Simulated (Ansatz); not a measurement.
The relaxed structure here is a generated cell of Sb: the first start was made by placing the elements on the sites of a structure type, and the end was not matched to a known phase here, so it may be hypothetical. Known forms of Sb include space group No. 166.

The end point of a relaxation of Sb. Calculation: PBEsol (plane waves to 420 eV, PAW, scalar-relativistic; Ansatz, an electronic-structure program).

```xyz
1
Lattice="3.0594 0.0000 0.0000 0.0000 3.0594 0.0000 0.0000 0.0000 3.0594" Properties=species:S:1:pos:R:3 pbc="T T T"
Sb     0.0000     0.0000     0.0000
```

Question: Find the space group and the Wyckoff positions (tolerance 0.01 Å).

Answer: Space group Pm-3m (No. 221); a = 3.0594 Å, b = 3.0594 Å, c = 3.0594 Å, α = 90.00°, β = 90.00°, γ = 90.00°

```json
[
 {"atom": "Sb", "site": "1a", "symmetry": "m-3m", "x": "0.0000", "y": "0.0000", "z": "0.0000"}
]
```

This is the simple cubic type.

Question: Give the shortest distances between elements (the closest pairs, up to four, under 3.6 Å).

Answer: Sb–Sb 3.06 Å.

- Volume per atom: 28.63 Å³
- Density: 7.06 g/cm³
- Band gap: no gap (metallic)

No spin polarisation in the result. The relaxed primitive cell holds an odd number of electrons. A magnetic state may lie lower.

The run could not lose the symmetry of its start: the end is stationary, and may be a saddle point rather than a minimum.

It was reached from a disturbed copy of a Im-3m (No. 229) cell (bcc (W type)), against which it lies -0.15 eV/atom.
